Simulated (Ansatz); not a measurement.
Molecular dynamics on a 1×1×1 supercell (4 atoms) of LuGaAs2 (ordering on rocksalt), relaxed with r2SCAN. Forces come from r2SCAN in Ansatz: constant energy and volume (NVE), velocities drawn at 450 K, steps of 1.5 fs. Computed, non-magnetic; the trajectory is short and the cell small, so nothing here is a converged average. The structure comes from a prototype and may be hypothetical.

```yaml
crystal:
  lattice:
    - [1.9502578532, 1.1259818965, 6.4227395599]
    - [-1.9502578532, 1.1259818965, 6.4227395599]
    - [0.0, -2.2519637931, 6.4227395599]
  atoms:
    - { symbol: Ga, position: [1.0, 0.0, 0.0] }
    - { symbol: Lu, position: [0.5, 0.5, 0.5] }
    - { symbol: As, position: [0.2565666123, 0.2565666123, 0.2565666123] }
    - { symbol: As, position: [0.7434333877, 0.7434333877, 0.7434333877] }
kpoints:
  mp_grid: { grid: [4, 4, 4] }
hamiltonian:
  xc: r2scan
scf:
  occupations: { method: fermi_dirac, width: 0.039 }
md:
  ensemble: nve
  temperature: 450
  timestep: 1.5
  n_steps: 40
  initial_velocities: maxwell_boltzmann
  seed: 9197
```

Run as `ansatz run input.yaml --threads 4 --pin off --max-ram 3686MiB --backend cpu --events-out ev --progress --plain --runs-dir out`.

Question: What wall time did it need on 4 threads of Arm Neoverse V2 (shared host), and what peak of host memory did it reach?

Answer: About 2.6 min, with a peak of 0.67 GiB.

```tsv
step	t (fs)	T (K)	free energy F from step 0 (meV/atom)	kinetic energy (meV/atom)	largest force (eV/Å)
0	0	450	0.0	43.6	0.06
1	1.5	450	0.0	43.6	0.06
2	3	449	0.1	43.5	0.07
3	4.5	447	0.3	43.3	0.08
4	6	444	0.6	43.1	0.10
5	7.5	441	0.9	42.7	0.12
6	9	436	1.3	42.3	0.15
7	10.5	431	1.8	41.8	0.17
8	12	426	2.4	41.3	0.19
9	13.5	419	3.0	40.6	0.22
10	15	412	3.7	39.9	0.24
11	16.5	404	4.4	39.2	0.27
12	18	396	5.3	38.4	0.29
13	19.5	387	6.1	37.5	0.31
14	21	377	7.0	36.6	0.34
15	22.5	367	8.0	35.6	0.36
16	24	357	9.0	34.6	0.39
17	25.5	346	10.1	33.5	0.41
18	27	334	11.2	32.4	0.44
19	28.5	323	12.3	31.3	0.46
20	30	311	13.5	30.1	0.49
21	31.5	298	14.7	28.9	0.51
22	33	286	15.9	27.7	0.54
23	34.5	273	17.2	26.5	0.56
24	36	260	18.4	25.2	0.58
25	37.5	248	19.6	24.0	0.61
26	39	235	20.9	22.8	0.63
27	40.5	222	22.1	21.6	0.65
28	42	210	23.3	20.4	0.67
29	43.5	198	24.4	19.2	0.69
30	45	186	25.6	18.1	0.71
31	46.5	175	26.7	17.0	0.73
32	48	164	27.7	15.9	0.74
33	49.5	154	28.7	14.9	0.76
34	51	144	29.6	14.0	0.77
35	52.5	136	30.5	13.1	0.78
36	54	127	31.3	12.3	0.79
37	55.5	120	32.0	11.6	0.80
38	57	113	32.6	11.0	0.81
39	58.5	108	33.2	10.4	0.81
40	60	103	33.7	10.0	0.82
```

The temperature goes from 450 K to 103 K in 60 fs. The atoms start on their lattice sites with kinetic energy alone, so much of it first passes into potential energy. The conserved energy stays within 0.01 meV an atom. By the last step the atoms have moved 0.16 Å in the root mean square, the drift of the whole cell taken out, 0.22 Å at most.

Positions (Å) and forces (eV/Å) at step 40:
```
Ga   1.814   1.200   6.454     0.189   0.228   0.065
Lu   0.036  -0.020   9.609    -0.116   0.026   0.383
As   0.198   0.041   4.979    -0.655  -0.321  -0.366
As  -0.156  -0.063  14.320     0.582   0.067  -0.082
```

Overlapping bands make a metal at that level, for which these meshes are coarse; small forces, stresses and energy differences are uncertain. A small overlap in a semilocal functional can be an artefact that a hybrid or GW lifts.
